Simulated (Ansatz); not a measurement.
Relaxed-ion elastic tensor of V$_{3}$Si (A15 (Cr3Si type), Pm-3n) in GPa (Voigt order), plane-wave PAW PBE (Ansatz code); density 5.78 g/cm³, 12.99 Å³ per atom.

```
 302   138   138   0.0   0.0   0.0
 138   302   138   0.0   0.0   0.0
 138   138   302   0.0   0.0   0.0
 0.0   0.0   0.0  77.6   0.0   0.0
 0.0   0.0   0.0   0.0  77.6   0.0
 0.0   0.0   0.0   0.0   0.0  77.6
```

### Question
Is the crystal mechanically stable?

### Answer
Yes: the smallest eigenvalue of C is 77.6 GPa.

### Question
Work out the Voigt, Reuss and Hill averages.

### Answer
K_V = 193, K_R = 193, K_H = 193; G_V = 79.2, G_R = 79.2, G_H = 79.2 GPa.

### Question
Give Young's modulus, Poisson's ratio, Pugh's ratio and the universal anisotropy index.

### Answer
E = 9KG/(3K + G) = 209 GPa; ν = 0.32; K/G = 2.43 (ductile by the Pugh limit of 1.75); A_U = 5G_V/G_R + K_V/K_R − 6 = 0.00.

### Question
Estimate the sound speeds and the Debye temperature.

### Answer
v_l = √((K + 4G/3)/ρ) = 7180 m/s, v_t = √(G/ρ) = 3700 m/s, mean 4140 m/s; Θ = (h/k)(3n/4πV)^(1/3) v_m = 525 K.

### Question
Give the Zener ratio and Young's modulus along [100], [110] and [111].

### Answer
A = 2C44/(C11 − C12) = 0.95; 1/E = S11 − 2(S11 − S12 − S44/2)Γ with Γ = 0, 1/4, 1/3 gives 215, 208, 205 GPa.

The cell was relaxed with PBE under the symmetry of its start. The final state is ferromagnetic, the only order run, not a proven ground state. As this level gives no gap, shear constants depend on the k-mesh and smearing (Fermi–Dirac, 0.1 eV here).

Potentials: the later of the program's two PAW sets.
